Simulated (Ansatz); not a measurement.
## Profile along the Cu–Cu line in LaCu2 (space group P6/mmm)

LaCu$_{2}$ (space group P6/mmm)

```
LaCu2
1.0
    4.26322     0.00000     0.00000
   -2.13161     3.69206     0.00000
    0.00000     0.00000     3.78231
La Cu
1 2
Direct
  0.00000   0.00000   0.00000
  0.33333   0.66667   0.50000
  0.66667   0.33333   0.50000
```

Fields along a shortest Cu–Cu line of a (-1 2 -1 0) plane (2.46 Å), from Cu to Cu, interpolated on the slice's grid (step about 0.2 Å). These are PBEsol (plane waves to 420 eV, PAW, scalar-relativistic; Ansatz, an electronic-structure program) values and carry that method's errors. k mesh 13×13×12. These are valence fields of a PAW run, semicore shells included where kept as valence: close to a nucleus they are smooth pseudo fields. LaCu2 is run without spin polarisation. LaCu2 was relaxed with its symmetry unable to fall.

| distance from Cu (Å) | valence electron density (e/Å³) | electron localisation function |
|---|---|---|
| 0.00 | 69.91 | x |
| 0.12 | 60.05 | x |
| 0.25 | 38.75 | x |
| 0.37 | 19.66 | x |
| 0.49 | 8.65 | x |
| 0.61 | 3.62 | 0.25 |
| 0.74 | 1.54 | 0.20 |
| 0.86 | 0.73 | 0.19 |
| 0.98 | 0.45 | 0.20 |
| 1.11 | 0.36 | 0.24 |
| 1.23 | 0.33 | 0.25 |
| 1.35 | 0.36 | 0.23 |
| 1.48 | 0.46 | 0.20 |
| 1.60 | 0.74 | 0.19 |
| 1.72 | 1.52 | 0.19 |
| 1.84 | 3.58 | 0.25 |
| 1.97 | 8.67 | x |
| 2.09 | 19.68 | x |
| 2.21 | 38.60 | x |
| 2.34 | 60.03 | x |
| 2.46 | 65.63 | x |

x: too close to a nucleus for the ELF to mean much.

Density on the Cu–Cu line (2.46 Å) at its midpoint: 0.33 e/Å³. ELF at that point: 0.3.
